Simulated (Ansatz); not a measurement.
Al (fcc, Cu type)

```
Al
1.0
    0.00000     1.99599     1.99599
    1.99599     0.00000     1.99599
    1.99599     1.99599     0.00000
Al
1
Direct
  0.00000   0.00000   0.00000
```

The slice is a {100} plane (indices of the conventional cell) through the point (0.000, 0.000, 0.000) (fractional), spanned by u = [100] and v = [0 1 -1] in vectors of this cell: u (2.82 Å) and v (2.82 Å, at 90° to u). It covers one period; positions are fractions (u, v).

Method: r2SCAN (plane waves to 500 eV, PAW, scalar-relativistic; Ansatz, a first-principles code). k mesh 20×20×20. Near the nuclei the fields are pseudised (PAW); where an atom keeps semicore shells as valence, they peak there. Al was relaxed with its symmetry unable to fall.

Question: The ELF has a maximum in the middle third of the Al–Al line. Where, and how high?

Answer: 0.63, 1.2 Å from Al.

Question: What is the ELF at the midpoint of the shortest Al–Al line in this plane (2.82 Å)?

Answer: 0.62.

Question: What is the valence density on the shortest Al–Al line in this plane (2.82 Å), at its midpoint?

Answer: 0.21 e/Å³.

Question: Predict the map of the valence electron density on the slice.

Answer: 
```
|    .:=*#%@@@@@@@@@@@@@%#*=:.   |
|   ..-=*%%@@@@@@@@@@@@@%%*=-..  |
|  ..:-+#%@@@@@@@@@@@@@@@%#+-:.. |
|...:-=*#%@@@@@@@@@@@@@@@%#*=-:..|
|::--=*#%%@@@@@@%%%@@@@@@%%#*=--:|
|===+*##%@@@@@%%%%%%%@@@@@%##*+==|
|***##%%%@@@@%%%%%%%%%@@@@%%%##**|
|##%%%%@@@@%%%%%###%%%%%@@@@%%%%#|
|%%%@@@@@@%%%%#######%%%%@@@@@@%%|
|@@@@@@@@%%%%#########%%%%@@@@@@@|
|@@@@@@@@%%%####***####%%%@@@@@@@|
|@@@@@@@%%%###*******###%%%@@@@@@|
|@@@@@@%%%###*********###%%%@@@@@|
|@@@@@@%%%###*********###%%%@@@@@|
|@@@@@%%%###*****+*****###%%%@@@@|
|@@@@@%%%###****+++****###%%%@@@@|
|@@@@@%%%###*****+*****###%%%@@@@|
|@@@@@@%%%###*********###%%%@@@@@|
|@@@@@@%%%###*********###%%%@@@@@|
|@@@@@@@%%%###*******###%%%@@@@@@|
|@@@@@@@@%%%####***####%%%@@@@@@@|
|@@@@@@@@%%%%#########%%%%@@@@@@@|
|%%%@@@@@@%%%%#######%%%%@@@@@@%%|
|##%%%%@@@@%%%%%###%%%%%@@@@%%%%#|
|***##%%%@@@@%%%%%%%%%@@@@%%%##**|
|===+*##%@@@@@%%%%%%%@@@@@%##*+==|
|::--=*#%%@@@@@@%%%@@@@@@%%#*=--:|
|...:-=*#%@@@@@@@@@@@@@@@%#*=-:..|
|  ..:-+#%@@@@@@@@@@@@@@@%#+-:.. |
|   ..-=*%%@@@@@@@@@@@@@%%*=-..  |
|    .:=*#%@@@@@@@@@@@@@%#*=:.   |
|    .:=*#%@@@@@@@@@@@@@%#*=:.   |
```
Scale: ten equal steps from -1.24 (start of ' ') to -0.66 (end of '@'), in the order ' .:-=+*#%@'. Values: log₁₀ of the valence density in e/Å³. The map has 32 points along u (one character each, u = 0 at the left) and 32 along v (v = 0 in the bottom row). The scale is logarithmic, as a density can span decades between atoms and voids.
